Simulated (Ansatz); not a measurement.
An Ansatz (an electronic-structure program) input:

Ansatz 0.2 input:
```yaml
crystal:
  lattice:
    - [3.9056763208, 0.0, 0.0]
    - [0.0, 3.9056763208, 0.0]
    - [0.0, 0.0, 3.9056763208]
  atoms:
    - { symbol: O, position: [0.5, 0.5, 0.0] }
    - { symbol: O, position: [0.0, 0.5, 0.5] }
    - { symbol: O, position: [0.5, 0.0, 0.5] }
    - { symbol: Ti, position: [0.5, 0.5, 0.5] }
    - { symbol: La, position: [0.0, 0.0, 0.0] }
kpoints:
  mp_grid: { grid: [8, 8, 8] }
  band_path:
    path:
      - [[0.0, 0.0, 0.0], [0.0, 0.5, 0.0], [0.5, 0.5, 0.0], [0.0, 0.0, 0.0], [0.5, 0.5, 0.5], [0.0, 0.5, 0.0]]  # Γ-X-M-Γ-R-X
      - [[0.5, 0.5, 0.5], [0.5, 0.5, 0.0]]  # R-M
    npoints: 12
basis: { xc_grid: 2 }
hamiltonian:
  xc: pbesol
  pseudopotentials: { kind: paw }
magnetization: { noncollinear: true, spin_orbit: true }
scf:
  n_extra_bands: 13
  convergence: { dr2_threshold: 0.0000000001 }
  occupations: { method: gaussian, width: 0.05 }
output: { eigenvalues: true }
```

Q: How many symmetry operations and irreducible k-points will the run report?

A: 48 operations, 35 of 512 k-points.

Q: With a cutoff of 420 eV, how many plane waves at Γ?

A: 1189.

It took roughly 70 core-seconds on shared server cores.

Space group Pm-3m (cubic perovskite). The workflow started from an entry of the Crystallography Open Database (COD), which files this formula under 2 space groups. Its standing as an ambient phase is unchecked. The PBEsol relaxation kept the symmetry of its start; of distortions, only those at the zone centre were tested. No spin polarisation was allowed.

Potentials: the later of the program's two PAW sets.

Ansatz is a plane-wave DFT program.
